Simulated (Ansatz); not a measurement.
Below is a relaxed structure of Cd4InO. The cell was found from a structure generator's guess, not taken from experiment.

All numbers below come from Ansatz 0.2.0, DFT PBE, scalar-relativistic, plane waves, PAW. Cutoff 420 eV, Γ-centred mesh, Gaussian smearing, collinear spin.

```
Cd In O
1.0
     5.13692    0.00000    0.00000
    -2.56846    4.44870    0.00000
     0.00000    0.00000    5.70313
Cd In O
4 1 1
Direct
  0.33333 0.66667 0.00000
  0.66667 0.33333 0.00000
  0.33333 0.66667 0.50000
  0.66667 0.33333 0.50000
  0.00000 0.00000 0.50000
  0.00000 0.00000 0.00000
```

Formation energies are uncorrected and refer to the elements' standard structures at the same level (O₂ as a molecule).

Question: Find its symmetry and describe it.

Answer: P6/mmm (No. 191). Conventional cell: a = 5.137 Å, c = 5.703 Å. Cd on its first site is surrounded by 5 Cd at 2.85–2.97 Å and 3 O at 2.97 Å; Cd on its second site has 5 Cd at 2.85–2.97 Å and 3 In at 2.97 Å; In has 2 O at 2.85 Å and 6 Cd at 2.97 Å; O has 2 In at 2.85 Å and 6 Cd at 2.97 Å.

Question: What is its formation energy per atom?

Answer: +0.09 eV/atom. The separate elements lie lower, so it is unstable against them.

Question: Is it a metal?

Answer: Yes, bands cross the Fermi level on the 12×12×8 mesh.

Question: Which magnetic moments does it keep?

Answer: 0.08 μB per atom net, the space between the atoms included; by site: O 0.4 μB.

The last run used collinear spin, a 12×12×8 mesh (in the run's order of axes) for its 6-atom cell and Gaussian smearing of 0.10 eV. The magnetic state reached may not be the lowest. A structure relaxed within its symmetry needn't be a true minimum. Another cell of Cd4InO relaxed alike but without spin, in P4/mmm, lies 225 meV/atom lower, so this cell isn't the stable form at this level.
